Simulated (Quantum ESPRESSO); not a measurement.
# Si2BN3O: input and log of a self-consistent run

Computed values, not a measurement. The program is pw.x of Quantum ESPRESSO 7.5 (plane-wave density functional theory). The cell is made up: 7 atoms on a wurtzite lattice with one site empty, with randomly drawn elements, strain and displacements, not relaxed. PseudoDojo standard norm-conserving files (v0.5 for PBE, v0.4.1 for LDA and PBEsol) set the functional; there is no spin polarisation, spin-orbit coupling or dispersion term, and the masses in the input are unused placeholders.

Input:

```
&control calculation='scf', pseudo_dir='./dojo.nc.sr.pbe.v0_5.standard.upf', outdir='./o', disk_io='medium', tprnfor=.true., tstress=.true. /
&system ibrav=0, nat=7, ntyp=4, nbnd=22, ecutwfc=84.00895049, nosym=.true., tot_charge=0,
 occupations='smearing', smearing='fd', degauss=0.0018374661
/
&electrons conv_thr=7.350e-09, electron_maxstep=60, /
ATOMIC_SPECIES
B 1.0 B.upf
N 1.0 N.upf
O 1.0 O.upf
Si 1.0 Si.upf
CELL_PARAMETERS angstrom
2.8474 -0.0277 0.0231
-0.048 4.8236 -0.032
0.0376 -0.0301 4.5571
ATOMIC_POSITIONS angstrom
Si 0.0492 -0.0161 -0.0293
Si 1.5236 2.4216 0.0905
B 1.3897 0.5749 2.2395
N -0.0785 0.0541 1.7708
O 1.2281 2.2467 1.7156
N 1.6065 0.7981 4.0417
N -0.0075 3.2308 4.0621
K_POINTS automatic
6 4 4 1 1 1
```

The log is shortened where brackets say so; the opening notice, blank lines, dates and the lines on written files are dropped, and the path of the files is cut. It prints rydbergs, bohrs and kilobars, and counts compression as positive stress. With no partly filled state, the Fermi energy that it prints is only some level between the filled and the empty states on the mesh, and need not lie in the true gap.

```
     Program PWSCF v.7.5
     Parallel version (MPI & OpenMP), running on       1 processor cores
     Number of MPI processes:                 1
     Threads/MPI process:                     1
     [start-up lines left out]
     bravais-lattice index     =            0
     lattice parameter (alat)  =       5.3812  a.u.
     unit-cell volume          =     422.2943 (a.u.)^3
     number of atoms/cell      =            7
     number of atomic types    =            4
     number of electrons       =        32.00
     number of Kohn-Sham states=           22
     kinetic-energy cutoff     =      84.0090  Ry
     charge density cutoff     =     336.0358  Ry
     scf convergence threshold =      7.3E-09
     mixing beta               =       0.7000
     number of iterations used =            8  plain     mixing
     Exchange-correlation= PBE
                           (   1   4   3   4   0   0   0)
     [axes and pseudopotential details left out]
   Cartesian axes
     site n.     atom                  positions (alat units)
         1        Si     tau(   1) = (   0.0172775  -0.0056538  -0.0102893  )
         2        Si     tau(   2) = (   0.5350417   0.8503918   0.0317808  )
         3        B      tau(   3) = (   0.4880201   0.2018873   0.7864439  )
         4        N      tau(   4) = (  -0.0275668   0.0189983   0.6218508  )
         5        O      tau(   5) = (   0.4312712   0.7889723   0.6024662  )
         6        N      tau(   6) = (   0.5641537   0.2802683   1.4193214  )
         7        N      tau(   7) = (  -0.0026338   1.1345581   1.4264853  )
     number of k points=    48  Fermi-Dirac smearing, width (Ry)=  0.0018
                       cart. coord. in units 2pi/alat
        k(    1) = (   0.0834389   0.0751414   0.0779175), wk =   0.0416667
        k(    2) = (   0.0821814   0.0761654   0.2341540), wk =   0.0416667
     [further k points left out]
     Dense  grid:    43949 G-vectors     FFT dimensions: (  32,  54,  54)
     Estimated max dynamical RAM per process >      50.71 MB
     Initial potential from superposition of free atoms
     starting charge      31.9985, renormalised to      32.0000
     Starting wfcs are   28 randomized atomic wfcs
     total cpu time spent up to now is        4.1 secs
     per-process dynamical memory:    40.2 Mb
     Self-consistent Calculation
     iteration #  1     ecut=    84.01 Ry     beta= 0.70
     Davidson diagonalization with overlap
     ethr =  1.00E-02,  avg # of iterations =  3.0
     total cpu time spent up to now is       11.6 secs
     total energy              =    -117.71717746 Ry
     estimated scf accuracy    <       1.66759449 Ry
     iteration #  2     ecut=    84.01 Ry     beta= 0.70
     Davidson diagonalization with overlap
     ethr =  5.21E-03,  avg # of iterations =  2.0
     total cpu time spent up to now is       21.8 secs
     total energy              =    -118.16342948 Ry
     estimated scf accuracy    <       1.07521918 Ry
     iteration #  3     ecut=    84.01 Ry     beta= 0.70
     Davidson diagonalization with overlap
     ethr =  3.36E-03,  avg # of iterations =  2.0
     total cpu time spent up to now is       29.5 secs
     total energy              =    -118.35765314 Ry
     estimated scf accuracy    <       0.05521628 Ry
     iteration #  4     ecut=    84.01 Ry     beta= 0.70
     Davidson diagonalization with overlap
     ethr =  1.73E-04,  avg # of iterations =  6.9
     total cpu time spent up to now is       40.3 secs
     total energy              =    -118.37422900 Ry
     estimated scf accuracy    <       0.00557479 Ry
     iteration #  5     ecut=    84.01 Ry     beta= 0.70
     Davidson diagonalization with overlap
     ethr =  1.74E-05,  avg # of iterations =  6.6
     total cpu time spent up to now is       48.9 secs
     total energy              =    -118.37495709 Ry
     estimated scf accuracy    <       0.00091838 Ry
     iteration #  6     ecut=    84.01 Ry     beta= 0.70
     Davidson diagonalization with overlap
     ethr =  2.87E-06,  avg # of iterations =  4.8
     total cpu time spent up to now is       59.9 secs
     total energy              =    -118.37509676 Ry
     estimated scf accuracy    <       0.00021243 Ry
     iteration #  7     ecut=    84.01 Ry     beta= 0.70
     Davidson diagonalization with overlap
     ethr =  6.64E-07,  avg # of iterations =  2.1
     total cpu time spent up to now is       68.5 secs
     total energy              =    -118.37512284 Ry
     estimated scf accuracy    <       0.00001342 Ry
     iteration #  8     ecut=    84.01 Ry     beta= 0.70
     Davidson diagonalization with overlap
     ethr =  4.19E-08,  avg # of iterations =  3.3
     total cpu time spent up to now is       78.3 secs
     total energy              =    -118.37512842 Ry
     estimated scf accuracy    <       0.00000152 Ry
     iteration #  9     ecut=    84.01 Ry     beta= 0.70
     Davidson diagonalization with overlap
     ethr =  4.74E-09,  avg # of iterations =  2.0
     total cpu time spent up to now is       85.8 secs
     total energy              =    -118.37512868 Ry
     estimated scf accuracy    <       0.00000018 Ry
     iteration # 10     ecut=    84.01 Ry     beta= 0.70
     Davidson diagonalization with overlap
     ethr =  5.73E-10,  avg # of iterations =  2.2
     total cpu time spent up to now is       93.8 secs
     total energy              =    -118.37512871 Ry
     estimated scf accuracy    <       0.00000003 Ry
     iteration # 11     ecut=    84.01 Ry     beta= 0.70
     Davidson diagonalization with overlap
     ethr =  7.83E-11,  avg # of iterations =  3.4
     total cpu time spent up to now is      104.4 secs
     End of self-consistent calculation
          k = 0.0834 0.0751 0.0779 (  5487 PWs)   bands (ev):
   -10.9312  -8.5483  -7.7604  -6.0217  -1.0341  -0.0137   2.4938   3.2368
     4.0530   4.4483   4.9281   5.0669   6.2607   7.3416   8.5169   9.1436
    12.2814  13.7709  14.8602  16.0297  16.1408  16.9699
     [levels at the other k points left out]
     the Fermi energy is    10.8621 ev
!    total energy              =    -118.37512872 Ry
     estimated scf accuracy    <          3.7E-09 Ry
     smearing contrib. (-TS)   =       0.00000000 Ry
     internal energy E=F+TS    =    -118.37512872 Ry
     The total energy is F=E-TS. E is the sum of the following terms:
     one-electron contribution =      -6.97843794 Ry
     hartree contribution      =      24.73689346 Ry
     xc contribution           =     -36.00369816 Ry
     ewald contribution        =    -100.12988607 Ry
     convergence has been achieved in  11 iterations
     Forces acting on atoms (cartesian axes, Ry/au):
     atom    1 type  4   force =     0.06401840    0.03673555    0.14722392
     atom    2 type  4   force =    -0.14847939    0.03039320    0.12794020
     atom    3 type  1   force =     0.00377014    0.09799367   -0.03755467
     atom    4 type  2   force =     0.02984678    0.03959911   -0.02104386
     atom    5 type  3   force =     0.03571848   -0.08226582   -0.04054039
     atom    6 type  2   force =    -0.12557782   -0.04564140   -0.13538564
     atom    7 type  2   force =     0.14070341   -0.07681432   -0.04063956
     Total force =     0.391930     Total SCF correction =     0.000070
     Computing stress (Cartesian axis) and pressure
          total   stress  (Ry/bohr**3)                   (kbar)     P=       74.70
  -0.00008532   0.00022501  -0.00028022          -12.55       33.10      -41.22
   0.00022501   0.00229924   0.00044054           33.10      338.23       64.81
  -0.00028022   0.00044054  -0.00069055          -41.22       64.81     -101.58
     init_run     :      3.00s CPU      4.05s WALL (       1 calls)
     electrons    :     85.76s CPU    100.28s WALL (       1 calls)
     forces       :      1.27s CPU      1.29s WALL (       1 calls)
     stress       :      4.80s CPU      4.84s WALL (       1 calls)
     [timing details left out]
     PWSCF        :   1m34.94s CPU   1m50.64s WALL
     JOB DONE.
```

In other units: free energy -1610.576 eV for the cell, pressure 7.47 GPa, largest force component 3.818 eV/Å. A rerun of the same cell at another strain at 1437 eV and a 8 x 6 x 6 mesh moved values by no more than 0.002 eV in energy, 0.02 GPa in stress and 0.002 eV/Å in force.